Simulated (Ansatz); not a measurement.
Here is an unrelaxed guess for Cd₂S.

```cif
data_structure
_symmetry_space_group_name_H-M 'I4/mmm'
_symmetry_Int_Tables_number 139
_cell_length_a 4.4676
_cell_length_b 4.4676
_cell_length_c 7.4086
_cell_angle_alpha 90.000
_cell_angle_beta 90.000
_cell_angle_gamma 90.000
_cell_volume 147.87
loop_
_atom_site_label
_atom_site_type_symbol
_atom_site_symmetry_multiplicity
_atom_site_Wyckoff_symbol
_atom_site_fract_x
_atom_site_fract_y
_atom_site_fract_z
_atom_site_occupancy
Cd1 Cd 4 e 0.50000 0.50000 0.18372 1
S1 S 2 a 0.00000 0.00000 0.00000 1
```

The calculation used Ansatz, DFT PBE, scalar-relativistic, plane waves, PAW. Settings: cutoff 420 eV, Γ-centred mesh 6×6×6 on the computed 3-atom cell, Gaussian smearing of 0.10 eV; no spin polarisation.

The zero of energy is the elements' standard structures at the same level; no fitted shifts are applied.

Q: How far from equilibrium is it?

A: The pressure is 5.9 GPa (the mean over three directions, positive in compression), the largest force is 1.62 eV/Å, and the energy is +0.17 eV/atom against the elements. The shortest distance is 2.34 Å.

Q: Is it a good guess?

A: A fair one: relaxing gains about 0.10 eV/atom in 15 ionic steps and ends at +0.074 eV/atom on the finer mesh. The symmetry stays I4/mmm (No. 139). The volume per atom grows by 36.1 %, from 24.6 to 33.5 Å³. The shortest distance goes from 2.34 Å (Cd–S) to 2.40 Å (Cd–S). The ratio c/a of the conventional cell changes by a factor of 0.86. Conventional cell: a = 5.212 Å, c = 7.406 Å. Around Cd lie 1 S at 2.40 Å and 1 Cd at 2.60 Å; around S lie 2 Cd at 2.40 Å.

The last run used a 10×10×10 mesh for its 3-atom cell and Gaussian smearing of 0.01 eV. Weakly bound directions are ill-defined at this level, which has no dispersion term. The reference form of S is held partly by dispersion forces, which this level lacks. The relaxation can't lower the symmetry of the start, and the grade says only how near the guess is to its own end. Symmetry constrained the relaxation, so the result can be a saddle point. Another cell of Cd2S relaxed alike, in Cm, lies 0.37 eV/atom lower, so this cell isn't the stable form at this level.
